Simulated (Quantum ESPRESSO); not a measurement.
# Kohn-Sham bands of Si$_{2}$N$_{2}$O (Cmc2₁)

```
CELL_PARAMETERS angstrom
      4.44485    -2.75205     0.00000
      4.44485     2.75205     0.00000
      0.00000     0.00000     4.85861
ATOMIC_POSITIONS crystal
  Si 0.02668 0.32758 0.27070
  Si 0.97332 0.67242 0.77070
  Si 0.67242 0.97332 0.27070
  Si 0.32758 0.02668 0.77070
  N  0.09564 0.34288 0.61502
  N  0.90436 0.65712 0.11502
  N  0.65712 0.90436 0.61502
  N  0.34288 0.09564 0.11502
  O  0.79128 0.20872 0.22129
  O  0.20872 0.79128 0.72129
```

Materials Project entry mp-4497; symmetrised, unrelaxed at this level. COD (Crystallography Open Database) has an entry of this formula and space group (matched by these alone). Level: PBEsol, no spin polarisation, no spin-orbit coupling; pw.x of Quantum ESPRESSO at 68 Ry with PseudoDojo potentials, 4×4×4 k-points, Wannier90. Density: 8×8×6 mesh, cold smearing 0.01 Ry.

Energies are relative to the valence-band maximum; weights are on the orthonormalised atomic waves of the pseudopotential files, averaged over the group. 48 electrons a cell are treated as valence.

| bands | from (eV) | to (eV) | filling | weight on atomic waves |
|---|---|---|---|---|
| 1–2 | -19.31 | -18.78 | filled | ? |
| 3–6 | -16.94 | -13.83 | filled | ? |
| 7–24 | -9.65 | 0.00 | filled | ? |

### Question
Which atomic shells make up each group?

### Answer

- 1–2, weight on atomic waves: O 2s 69 %, Si 3p 14 %, Si 3s 12 %
- 3–6, weight on atomic waves: N 2s 59 %, Si 3p 25 %, Si 3s 10 %
- 7–24, weight on atomic waves: N 2p 51 %, O 2p 29 %, Si 3p 12 %

The Kohn-Sham gap over both meshes and the path is 5.02 eV.
